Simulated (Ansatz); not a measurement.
Ti:
Space group P6/mmm (No. 191); a = b = 4.4508 Å, c = 2.7707 Å, α = β = 90.00°, γ = 120.00°

| atom | site | symmetry | x | y | z |
|---|---|---|---|---|---|
| Ti | 1a | 6/mmm | 0.0000 | 0.0000 | 0.0000 |
| Ti | 2d | -6m2 | 0.3333 | 0.6667 | 0.5000 |

Relaxed at zero pressure with LDA (plane waves, PAW; program Ansatz).

Task: The volume is raised by 9 % and shape and atoms relax at that volume. What pressure results, and how do the axes share the change?

Result: -9.4 GPa; a 3.0 %, b 3.0 %, c 2.7 %; the energy rises by 45 meV/atom.

Task: Give the new structure.

Result: 
Space group P6/mmm (No. 191); a = 4.586 Å, b = 4.586 Å, c = 2.845 Å, α = 90.00°, β = 90.00°, γ = 120.00°

```csv
atom,site,symmetry,x,y,z
Ti,1a,6/mmm,0.0000,0.0000,0.0000
Ti,2d,-6m2,0.3333,0.6667,0.5000
```

The phase is kept; no other phase was compared at this pressure.

This is a known high-pressure phase of the composition, computed here at zero pressure and temperature. The LDA relaxation kept the symmetry of its start; its stability against distortions is not shown here. No spin polarisation was allowed. Axis ratios of metals converge slowly with the k-mesh, so a and c are less sure than the volume.

Potentials: the later of the program's two PAW sets.
